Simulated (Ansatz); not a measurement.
Relaxed-ion elastic tensor of MnNi₃ (Cu3Au type, Pm-3m) in GPa (Voigt order), PBEsol (plane waves, PAW; program Ansatz); density 8.91 g/cm³, 10.76 Å³ per atom.

|  | 1 | 2 | 3 | 4 | 5 | 6 |
|---|---|---|---|---|---|---|
| 1 | 292 | 163 | 163 | 0.0 | 0.0 | 0.0 |
| 2 | 163 | 292 | 163 | 0.0 | 0.0 | 0.0 |
| 3 | 163 | 163 | 292 | 0.0 | 0.0 | 0.0 |
| 4 | 0.0 | 0.0 | 0.0 | 149 | 0.0 | 0.0 |
| 5 | 0.0 | 0.0 | 0.0 | 0.0 | 149 | 0.0 |
| 6 | 0.0 | 0.0 | 0.0 | 0.0 | 0.0 | 149 |

Problem. Is the crystal mechanically stable?

Solution. Yes: the smallest eigenvalue of C is 129 GPa.

Problem. Work out the Voigt, Reuss and Hill averages.

Solution. K_V = 206, K_R = 206, K_H = 206; G_V = 115, G_R = 98.1, G_H = 107 GPa.

Problem. Give Young's modulus, Poisson's ratio, Pugh's ratio and the universal anisotropy index.

Solution. E = 9KG/(3K + G) = 273 GPa; ν = 0.28; K/G = 1.93 (ductile by the Pugh limit of 1.75); A_U = 5G_V/G_R + K_V/K_R − 6 = 0.89.

Problem. Estimate the sound speeds and the Debye temperature.

Solution. v_l = √((K + 4G/3)/ρ) = 6250 m/s, v_t = √(G/ρ) = 3460 m/s, mean 3860 m/s; Θ = (h/k)(3n/4πV)^(1/3) v_m = 520 K.

Problem. Give the Zener ratio and Young's modulus along [100], [110] and [111].

Solution. A = 2C44/(C11 − C12) = 2.31; 1/E = S11 − 2(S11 − S12 − S44/2)Γ with Γ = 0, 1/4, 1/3 gives 176, 286, 361 GPa.

Problem. Solve the Christoffel equation for the three sound speeds along [100], [110], [111].

Solution. Eigenvalues of C_ijkl n_j n_l equal ρv². In km/s, slowest first: [100] 4.09, 4.09, 5.72; [110] 2.70, 4.09, 6.50; [111] 3.23, 3.23, 6.74.

The workflow started from an entry of the Crystallography Open Database (COD). Whether it is the stable phase at ambient conditions was not checked. The PBEsol relaxation kept the symmetry of its start; its stability against distortions is not shown here. Magnetic state: ferromagnetic, chosen from 5 collinear starts compared on coarse meshes (ties went to the first, and starts can fall back to one state), not a proven ground state. As this level gives no gap, shear constants depend on the k-mesh and smearing (Fermi–Dirac, 0.1 eV here).

Potentials: the later of the program's two PAW sets.
